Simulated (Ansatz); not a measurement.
The start is a generated trial cell of Ga2O3 in the AFLOW prototype A3B2_hR5_155_e_c (D5_e, as in Ni3S2). Cell shape, volume and atoms are optimised at zero target pressure with PBEsol (plane waves to 420 eV, PAW, scalar-relativistic; Ansatz, a program for electronic structure). The first steps use a coarse 7×7×7 k-mesh.

Starting cell:
```yaml
crystal:
  lattice:
    - [2.50988, 1.44908, 2.07646]
    - [-2.50988, 1.44908, 2.07646]
    - [0.00000, -2.89816, 2.07646]
  atoms:
    - { symbol: O, position: [0.24490, 0.75510, 0.50000] }
    - { symbol: O, position: [0.50000, 0.24490, 0.75510] }
    - { symbol: O, position: [0.75510, 0.50000, 0.24490] }
    - { symbol: Ga, position: [0.25210, 0.25210, 0.25210] }
    - { symbol: Ga, position: [0.74790, 0.74790, 0.74790] }
```

| Item | Result |
|---|---|
| Initial pressure | +30.4 GPa (positive: the cell is compressed) |
| Largest initial force | 2.50 eV/Å, on O1, O2, O3 (atoms numbered as listed) |
| Outcome | The space group stays R32 (No. 155) (the run could not lower it), with 5 atoms in the primitive cell |
| Volume change | +11.2 %, from 9.06 to 10.08 Å³/atom |
| Shortest distances (start → end) | The closest pairs of elements (up to four, under 3.6 Å), start → end: Ga–O 1.97 → 1.96 Å; O–O 2.19 → 2.47 Å; Ga–Ga 3.07 → 2.87 Å |
| Band gap at the end | 0.87 eV, indirect (valence top at 71 % of the way from Γ to T, conduction bottom at Γ) (no spin-orbit coupling) |
| Optimiser moves | 12 |

Final structure:

Space group R32, hexagonal axes (No. 155); a = 4.873 Å, b = 4.873 Å, c = 7.350 Å, α = 90.00°, β = 90.00°, γ = 120.00°

```json
[
 {"atom": "O", "site": "9e", "symmetry": ".2", "x": "0.2995", "y": "0.2995", "z": "0.5000"},
 {"atom": "Ga", "site": "6c", "symmetry": "3.", "x": "0.0000", "y": "0.0000", "z": "0.2954"}
]
```
(The calculation used a cell of 5 atoms; values per cell refer to that cell.)

Final values are on a 9×9×9 k-mesh of the relaxed cell. No spin polarisation in the result.

The run could not lose the symmetry of its start: the end is stationary, and may be a saddle point rather than a minimum.

The relaxed structure here is a generated cell of Ga2O3: the first start was made by placing the elements on the sites of a structure type, and the end was not matched to a known phase here, so it may be hypothetical. Known forms of Ga2O3 include space group No. 12, 167.
